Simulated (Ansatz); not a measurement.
Polymorphs of Mn$_{3}$Si, each relaxed with plane-wave PAW r²SCAN (Ansatz code):

A: Fm-3m
a = b = c = 5.6444 Å, α = β = γ = 90.00°

```json
[
 {"atom": "Mn", "site": "8c", "symmetry": "-43m", "x": "0.2500", "y": "0.2500", "z": "0.2500"},
 {"atom": "Mn", "site": "4b", "symmetry": "m-3m", "x": "0.5000", "y": "0.5000", "z": "0.5000"},
 {"atom": "Si", "site": "4a", "symmetry": "m-3m", "x": "0.0000", "y": "0.0000", "z": "0.0000"}
]
```

B: P4/mmm
a = b = 2.8958 Å, c = 5.5705 Å, α = β = γ = 90.00°

| atom | site | symmetry | x | y | z |
|---|---|---|---|---|---|
| Mn | 2g | 4mm | 0.0000 | 0.0000 | 0.2677 |
| Mn | 1c | 4/mmm | 0.5000 | 0.5000 | 0.0000 |
| Si | 1d | 4/mmm | 0.5000 | 0.5000 | 0.5000 |

Question: Rank these by energy per atom at 0 K (lowest first), as r²SCAN gives it.

Answer: A (+0 meV/atom), B (+128 meV/atom)

Spin orders computed, not proven ground states: A ferrimagnetic; B ferrimagnetic. Standing as an ambient phase not checked: A; B. All cells were relaxed under the symmetry of their starts (and spin orders); stability against distortions was not tested throughout.

Energies hold the estimated change up to a 700 eV cutoff; steps of a few meV lie near the error of the meshes.

Potentials: the later of the program's two PAW sets.
